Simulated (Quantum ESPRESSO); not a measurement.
# Mg2AlFS3: input and log of a self-consistent run

A calculation, not a measurement. The program is pw.x of Quantum ESPRESSO 7.5 (plane-wave density functional theory). The cell is made up: 7 atoms on a rocksalt lattice with one site empty, with randomly drawn elements, strain and displacements, not relaxed. PseudoDojo standard norm-conserving files (v0.5 for PBE, v0.4.1 for LDA and PBEsol) set the functional; there is no spin polarisation, spin-orbit coupling or dispersion term, and the masses in the input are unused placeholders. A spin-polarised start on this cell or one of its family kept no moment.

Input:

```
&control calculation='scf', pseudo_dir='./dojo.nc.sr.pbe.v0_5.standard.upf', outdir='./o', disk_io='medium', tprnfor=.true., tstress=.true. /
&system ibrav=0, nat=7, ntyp=4, nbnd=34, ecutwfc=84.00895049, nosym=.true., tot_charge=0,
 occupations='smearing', smearing='fd', degauss=0.0073498644
/
&electrons conv_thr=7.350e-09, electron_maxstep=60, /
ATOMIC_SPECIES
Al 1.0 Al.upf
F 1.0 F.upf
Mg 1.0 Mg.upf
S 1.0 S.upf
CELL_PARAMETERS angstrom
4.7339 -0.0029 0.0408
-0.0029 4.8354 -0.0232
0.0408 -0.0232 4.8982
ATOMIC_POSITIONS angstrom
Mg 0.009 -0.1643 -0.005
Al -0.0199 2.5296 2.3661
Mg 2.3446 2.3405 0.1015
F 2.1849 -0.0208 0.0568
S 2.4904 2.3173 2.4789
S 4.9423 -0.1573 2.5785
S 4.7015 2.4651 0.151
K_POINTS automatic
6 6 6 1 1 1
```

The log is shortened where brackets say so; the opening notice, blank lines, dates and the lines on written files are dropped, and the path of the files is cut. It prints rydbergs, bohrs and kilobars, and counts compression as positive stress.

```
     Program PWSCF v.7.5
     Parallel version (MPI & OpenMP), running on       1 processor cores
     Number of MPI processes:                 1
     Threads/MPI process:                     1
     [start-up lines left out]
     bravais-lattice index     =            0
     lattice parameter (alat)  =       8.9461  a.u.
     unit-cell volume          =     756.5601 (a.u.)^3
     number of atoms/cell      =            7
     number of atomic types    =            4
     number of electrons       =        48.00
     number of Kohn-Sham states=           34
     kinetic-energy cutoff     =      84.0090  Ry
     charge density cutoff     =     336.0358  Ry
     scf convergence threshold =      7.3E-09
     mixing beta               =       0.7000
     number of iterations used =            8  plain     mixing
     Exchange-correlation= PBE
                           (   1   4   3   4   0   0   0)
     [axes and pseudopotential details left out]
   Cartesian axes
     site n.     atom                  positions (alat units)
         1        Mg     tau(   1) = (   0.0019011  -0.0347058  -0.0010562  )
         2        Al     tau(   2) = (  -0.0042036   0.5343386   0.4998018  )
         3        Mg     tau(   3) = (   0.4952602   0.4943942   0.0214403  )
         4        F      tau(   4) = (   0.4615261  -0.0043937   0.0119981  )
         5        S      tau(   5) = (   0.5260582   0.4894935   0.5236290  )
         6        S      tau(   6) = (   1.0439839  -0.0332272   0.5446680  )
         7        S      tau(   7) = (   0.9931187   0.5207140   0.0318964  )
     number of k points=   108  Fermi-Dirac smearing, width (Ry)=  0.0073
     Number of k-points >= 100: set verbosity='high' to print them.
     Dense  grid:    78677 G-vectors     FFT dimensions: (  54,  54,  60)
     Estimated max dynamical RAM per process >      98.76 MB
     Initial potential from superposition of free atoms
     starting charge      47.9958, renormalised to      48.0000
     Starting wfcs are   30 randomized atomic wfcs +    4 random wfcs
     total cpu time spent up to now is       14.9 secs
     per-process dynamical memory:    74.5 Mb
     Self-consistent Calculation
     iteration #  1     ecut=    84.01 Ry     beta= 0.70
     Davidson diagonalization with overlap
     ethr =  1.00E-02,  avg # of iterations =  6.6
     total cpu time spent up to now is       76.5 secs
     total energy              =    -357.86389227 Ry
     estimated scf accuracy    <       0.50249797 Ry
     iteration #  2     ecut=    84.01 Ry     beta= 0.70
     Davidson diagonalization with overlap
     ethr =  1.05E-03,  avg # of iterations =  2.9
     total cpu time spent up to now is      126.3 secs
     total energy              =    -357.96307934 Ry
     estimated scf accuracy    <       0.32480678 Ry
     iteration #  3     ecut=    84.01 Ry     beta= 0.70
     Davidson diagonalization with overlap
     ethr =  6.77E-04,  avg # of iterations =  2.0
     total cpu time spent up to now is      163.8 secs
     total energy              =    -358.04155913 Ry
     estimated scf accuracy    <       0.02069385 Ry
     iteration #  4     ecut=    84.01 Ry     beta= 0.70
     Davidson diagonalization with overlap
     c_bands:  1 eigenvalues not converged
     ethr =  4.31E-05,  avg # of iterations =  8.2
     total cpu time spent up to now is      211.6 secs
     total energy              =    -358.04556525 Ry
     estimated scf accuracy    <       0.00114782 Ry
     iteration #  5     ecut=    84.01 Ry     beta= 0.70
     Davidson diagonalization with overlap
     ethr =  2.39E-06,  avg # of iterations =  6.8
     total cpu time spent up to now is      262.3 secs
     total energy              =    -358.04574946 Ry
     estimated scf accuracy    <       0.00026133 Ry
     iteration #  6     ecut=    84.01 Ry     beta= 0.70
     Davidson diagonalization with overlap
     ethr =  5.44E-07,  avg # of iterations =  2.0
     total cpu time spent up to now is      309.0 secs
     total energy              =    -358.04580027 Ry
     estimated scf accuracy    <       0.00001053 Ry
     iteration #  7     ecut=    84.01 Ry     beta= 0.70
     Davidson diagonalization with overlap
     ethr =  2.19E-08,  avg # of iterations =  2.1
     total cpu time spent up to now is      355.0 secs
     total energy              =    -358.04580279 Ry
     estimated scf accuracy    <       0.00000091 Ry
     iteration #  8     ecut=    84.01 Ry     beta= 0.70
     Davidson diagonalization with overlap
     ethr =  1.89E-09,  avg # of iterations =  2.3
     total cpu time spent up to now is      399.4 secs
     total energy              =    -358.04580309 Ry
     estimated scf accuracy    <       0.00000023 Ry
     iteration #  9     ecut=    84.01 Ry     beta= 0.70
     Davidson diagonalization with overlap
     ethr =  4.77E-10,  avg # of iterations =  2.0
     total cpu time spent up to now is      439.0 secs
     total energy              =    -358.04580311 Ry
     estimated scf accuracy    <       0.00000002 Ry
     iteration # 10     ecut=    84.01 Ry     beta= 0.70
     Davidson diagonalization with overlap
     ethr =  4.83E-11,  avg # of iterations =  2.1
     total cpu time spent up to now is      477.1 secs
     End of self-consistent calculation
     Number of k-points >= 100: set verbosity='high' to print the bands.
     the Fermi energy is     7.4526 ev
!    total energy              =    -358.04580312 Ry
     estimated scf accuracy    <          6.8E-10 Ry
     smearing contrib. (-TS)   =      -0.00177711 Ry
     internal energy E=F+TS    =    -358.04402601 Ry
     The total energy is F=E-TS. E is the sum of the following terms:
     one-electron contribution =    -218.36948163 Ry
     hartree contribution      =     121.22053899 Ry
     xc contribution           =     -64.40563036 Ry
     ewald contribution        =    -196.48945301 Ry
     convergence has been achieved in  10 iterations
     Forces acting on atoms (cartesian axes, Ry/au):
     atom    1 type  3   force =     0.01349238    0.09379255    0.01762397
     atom    2 type  1   force =     0.01904414   -0.04247538    0.03176480
     atom    3 type  3   force =    -0.00833230   -0.01294726   -0.02475177
     atom    4 type  2   force =     0.00740042    0.00358814    0.00150876
     atom    5 type  4   force =    -0.03694837   -0.01382115    0.03201871
     atom    6 type  4   force =    -0.00282805    0.07126706   -0.01760889
     atom    7 type  4   force =     0.00817179   -0.09940396   -0.04055558
     Total force =     0.181539     Total SCF correction =     0.000041
     Computing stress (Cartesian axis) and pressure
          total   stress  (Ry/bohr**3)                   (kbar)     P=      103.16
   0.00057489   0.00006818  -0.00008480           84.57       10.03      -12.47
   0.00006818   0.00071184   0.00002815           10.03      104.72        4.14
  -0.00008480   0.00002815   0.00081700          -12.47        4.14      120.19
     init_run     :     12.73s CPU     14.79s WALL (       1 calls)
     electrons    :    427.86s CPU    462.20s WALL (       1 calls)
     forces       :      5.49s CPU      5.55s WALL (       1 calls)
     stress       :     19.97s CPU     20.05s WALL (       1 calls)
     [timing details left out]
     PWSCF        :   7m46.28s CPU   8m23.02s WALL
     JOB DONE.
```

In other units: free energy -4871.461 eV for the cell, pressure 10.32 GPa, largest force component 2.556 eV/Å. A rerun of a related cell, with the same atoms placed differently, at 1437 eV and a 8 x 8 x 8 mesh moved values by no more than 0.002 eV in energy, 0.04 GPa in stress and 0.011 eV/Å in force.